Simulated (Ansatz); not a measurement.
## CdCSe3 in Ansatz, settings compared

The input file (Ansatz 0.2.0, plane waves):

```yaml
crystal:
  lattice:
    - [3.192969, 5.530382, 0.0]
    - [-3.192969, 5.530382, 0.0]
    - [-3.192969, 1.843457, 6.665702]
  atoms:
    - { symbol: Cd, position: [0.3291, 0.3418, 0.9873] }
    - { symbol: Cd, position: [0.67128, 0.65744, 0.01394] }
    - { symbol: C, position: [0.0567, 0.8866, 0.17] }
    - { symbol: C, position: [0.9424, 0.1152, 0.8271] }
    - { symbol: Se, position: [0.7651, 0.1362, 0.2603] }
    - { symbol: Se, position: [0.0987, 0.5048, 0.2603] }
    - { symbol: Se, position: [0.3965, 0.8384, 0.2603] }
    - { symbol: Se, position: [0.2303, 0.8648, 0.7413] }
    - { symbol: Se, position: [0.9049, 0.489, 0.7413] }
    - { symbol: Se, position: [0.6061, 0.1636, 0.7413] }
  symmetry: { tolerance: 0.0003 }
kpoints:
  mp_grid: { grid: [4, 4, 4], shift: [0, 0, 0] }
magnetization:
  spin_polarized: false
scf:
  occupations: { method: fermi_dirac }
hamiltonian:
  pseudopotentials: { kind: paw }
  xc: r2scan
basis:
  ecutwfc: 500
output:
  forces: true
  stress: true
  eigenvalues: true
```

Launch command:

```bash
ansatz run input.yaml --threads 1 --pin off --max-ram 2560MiB --backend cpu --events-out ev --progress --plain --runs-dir out
```

Origin of the cell: a known structure type with other elements, at an estimated volume, so it need not be a known compound.

The smearing width isn't typed, so it takes its default of 0.1 eV.

Output of this run (shortened):

```
Warning: the atoms were moved onto the symmetric positions of the space group found under crystal.symmetry.tolerance 3.0e-4 (fractional; no operation is sought that the atoms, as they stand i […]
Pseudopotentials: kind: paw
Pseudopotential: Cd, paw, valence charge 20, recommended cutoff 500 eV (meta_gga), Cd.paw.azcp
Pseudopotential: C, paw, valence charge 4, recommended cutoff 500 eV (meta_gga), C.paw.azcp
Pseudopotential: Se, paw, valence charge 16, recommended cutoff 500 eV (meta_gga), Se.paw.azcp
Functional definition: r2SCAN
  exchange = r2scan_x(k0 = k0, k1 = k1, a1 = a1)
  correlation = r2scan_c
Crystal: 10 atoms, lattice volume = 235.410 Å³
Basis set: ecut = 500 eV, 6019 PW (Γ), exchange–correlation on 192×192×240 points (64 copies of the dense FFT grid, shifted against one another)
Bands: 87, of which v1, the nominal top of the filled ones, is band 72 counted from 1 (71 counted from 0)
[… 12 lines left out …]
Initial density: superposition of atomic densities (neutral atoms: chi_scale 0, normalization atom), corrected by the library's trained network
Functional: x = r2scan, c = r2scan; τ floored in thin density (d = 2e-4 eV/Å³)
SCF iter   1: F=—  HF=-49904.878566 eV  Δρ=5.82e-3  dr2=7.44e-2  dr2_τ=6.55e-2  defer=32
SCF iter   2: F=—  HF=-49904.917019 eV  Δρ=3.60e-3  dr2=4.60e-2  dr2_τ=4.45e-3  defer=70
SCF iter   3: F=—  HF=-49904.905258 eV  Δρ=8.20e-4  dr2=2.31e-3  dr2_τ=1.54e-4  defer=70
SCF iter   4: F=—  HF=-49904.905147 eV  Δρ=1.86e-4  dr2=1.21e-4  dr2_τ=2.07e-6  defer=70
SCF iter   5: F=—  HF=-49904.905131 eV  Δρ=7.08e-5  dr2=1.86e-5  dr2_τ=3.83e-7  defer=70
SCF iter   6: F=—  HF=-49904.904998 eV  Δρ=2.38e-5  dr2=2.17e-6  dr2_τ=5.65e-8  defer=70
SCF iter   7: F=—  HF=-49904.904998 eV  Δρ=7.16e-6  dr2=1.67e-7  dr2_τ=5.64e-9  defer=70
SCF iter   8: F=-49904.904998 eV  HF=-49904.904998 eV  Δρ=2.47e-6  dr2=2.17e-8  dr2_τ=1.92e-9
SCF 1 converged in 8 iterations: F = -49904.904998 eV  dr2 = 2.17e-8
SCF converged after 8 iterations
Free energy (F): -49904.904998 eV
Harris-Foulkes:  -49904.904998 eV  (|F-HF|=1.10e-8)
Internal energy: -49904.670500 eV  (E = F + TS)
E sigma→0 (E₀):  -49904.787749 eV
Entropy (-TS):   -0.234498 eV (-23.450 meV/atom)
Fermi energy:    6.890196 eV
--- Per-component energies (eV) ---
  E_band       = -3530.657354
  E_kinetic    = 1866.684152
  E_local      = -23423.730915  (includes V_loc(G=0)·N_el)
  E_nonlocal   = -3444.963060
  E_hartree    = 11268.270312
  E_xc         = -1007.823231
  E_vxc        = -1238.859266  (∫ρ·V_xc dr)
  E_paw        = -19965.236108  (= ΣΔE_a)
  E_vpaw       = 101.167332  (= ΣTr[D̂ρ^β])
  E_aug_tail   = -0.001213  (compensation charges beyond the density's cutoff)
  E_vtau       = 72.500112  (kinetic-family band-sum trace: ∫τ·v_τ [+ j·A + Jᵃ·Aᵃ] dr)
  E_ewald      = -15186.102726
  E_core_change = -11.767710  (= ΣΔE_core)
  E_smearing   = -0.234498  (= −TS)
  Σ components = -49904.904998   (vs F -49904.904998, Δ=0.00e0)
--- Forces (eV/Å), atoms counted from 1 ---
  atom   1  Cd     0.000000    -0.000000     0.010902
[… 4 lines left out …]
  atom   6  Se    -1.110036     1.746525    -0.533493
  atom   7  Se    -0.957517    -1.834582    -0.533494
  atom   8  Se    -1.908376    -0.013173     0.477156
  atom   9  Se     0.965596    -1.646116     0.477155
  atom  10  Se     0.942780     1.659288     0.477156
  max |Σ_I F_I| component: 3.59e-5 eV/Å
--- Stress (GPa, compression-positive) ---
       -8.304615      -0.000000      -0.000000
        0.000000      -8.304615      -0.000001
        0.000000      -0.000001      -3.988848
  P = ⅓ Tr σ = -6.8660 GPa (-68.660 kbar)
```

The same input was run again with these changes:

1. `scf.algorithm` default → direct_min; `total_charge` default → 1
2. `scf.eigensolver.kind` default → davidson; `basis.precision` default → f64; `scf.n_extra_bands` default → 32; `scf.occupations.method` fermi_dirac → gaussian; `scf.occupations.width` default → 0.2
3. `basis.ecutwfc` 500 → "18.4 Ry"
4. `total_charge` default → -1; `scf.eigensolver.kind` default → davidson; `basis.precision` default → f64

```
 run        end  SCF iterations  P (GPa)  max force component (eV/Å)  moment (μB)  ΔE(σ→0) (meV/atom)
base  converged               8    -6.87                       2.068            –                   0
   1  converged               9        –                       2.124            –                   –
   2  converged               8    -6.90                       2.070            –                0.88
   3  converged               8    -6.41                       2.039            –              652.65
   4  converged               9        –                       2.006            –                   –
```

Energies are compared only where functional, datasets, charge and starting cell are the same.

Not properties of the system: run 3 (too coarse or loose: `basis.ecutwfc` = "18.4 Ry").

Caveats of the base run: the k mesh is coarse if the cell is a metal.

Run 1: charged cell with a uniform background, whose pressure depends on convention; no moments, though an odd count or open d shells may carry them.
Run 2: wide smearing.
Run 3: the cutoff lies below the datasets' advice.
Run 4: charged cell with a uniform background, whose pressure depends on convention; no moments, though an odd count or open d shells may carry them.

Time of the base run: 25 s on 1 thread of Intel(R) Xeon(R) 6975P-C (Granite Rapids) (shared host), peak memory 1.1 GiB, from the program's own first density.
